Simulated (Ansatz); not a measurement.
# ScAlN₂: start and end of a relaxation

A trial structure of ScAlN₂ was built thus: random cell by space group and Wyckoff sites (Cmmm, No. 65). Lengths were set from tabulated atomic sizes, so they are only a guess.

start.cif

```cif
data_structure
_symmetry_space_group_name_H-M 'Cmmm'
_symmetry_Int_Tables_number 65
_cell_length_a 4.7460
_cell_length_b 6.5256
_cell_length_c 4.3261
_cell_angle_alpha 90.000
_cell_angle_beta 90.000
_cell_angle_gamma 90.000
_cell_volume 133.98
loop_
_atom_site_label
_atom_site_type_symbol
_atom_site_symmetry_multiplicity
_atom_site_Wyckoff_symbol
_atom_site_fract_x
_atom_site_fract_y
_atom_site_fract_z
_atom_site_occupancy
Sc1 Sc 2 c 0.50000 0.00000 0.50000 1
Al1 Al 2 d 0.00000 0.00000 0.50000 1
N1 N 4 g 0.32749 0.00000 0.00000 1
```

Method: DFT PBE, scalar-relativistic, plane waves, PAW (Ansatz). Cutoff 420 eV, Gaussian smearing, Γ-centred meshes. Cell and atoms relax first on a coarse mesh and then on a finer one. In between, the cell is made exact in the group found at 0.06 Å. In metals the finer mesh still leaves noise of several meV/atom or more. The steps can't lower the symmetry of their start. No spin polarisation in the relaxation; trial moments died out in a coarse test.

end.cif

```cif
data_structure
_symmetry_space_group_name_H-M 'Cmmm'
_symmetry_Int_Tables_number 65
_cell_length_a 5.4854
_cell_length_b 6.0611
_cell_length_c 4.2736
_cell_angle_alpha 90.000
_cell_angle_beta 90.000
_cell_angle_gamma 90.000
_cell_volume 142.08
loop_
_atom_site_label
_atom_site_type_symbol
_atom_site_symmetry_multiplicity
_atom_site_Wyckoff_symbol
_atom_site_fract_x
_atom_site_fract_y
_atom_site_fract_z
_atom_site_occupancy
Sc1 Sc 2 c 0.50000 0.00000 0.50000 1
Al1 Al 2 d 0.00000 0.00000 0.50000 1
N1 N 4 g 0.38746 0.00000 0.00000 1
```

The symmetry stays Cmmm (No. 65). The volume per atom grows by 6.0 %, from 16.7 to 17.8 Å³. The shortest distance goes from 1.64 Å (N–N) to 1.23 Å (N–N). The energy falls by about 0.64 eV/atom (the start's value is from the coarse mesh).

```
Volume per atom                             : 17.76 Å³
Density                                     : 2.34 g/cm³
Formation energy                            : +0.19 eV/atom
Gap on the 12×12×12 mesh of the 4-atom cell : 0 eV (a metal)
```

The zero of energy is the elements' standard structures at the same level (N₂ as a molecule); no fitted shifts are applied. A positive value: parting into the elements would lower its energy.

The last run used Gaussian smearing of 0.10 eV. A structure relaxed within its symmetry needn't be a true minimum. In all, the 3 runs took 110 s on 1 thread of Arm Neoverse V2 (shared host). Another cell of ScAlN2 relaxed alike, in P-3m1, lies 1.45 eV/atom lower, so this cell isn't the stable form at this level.
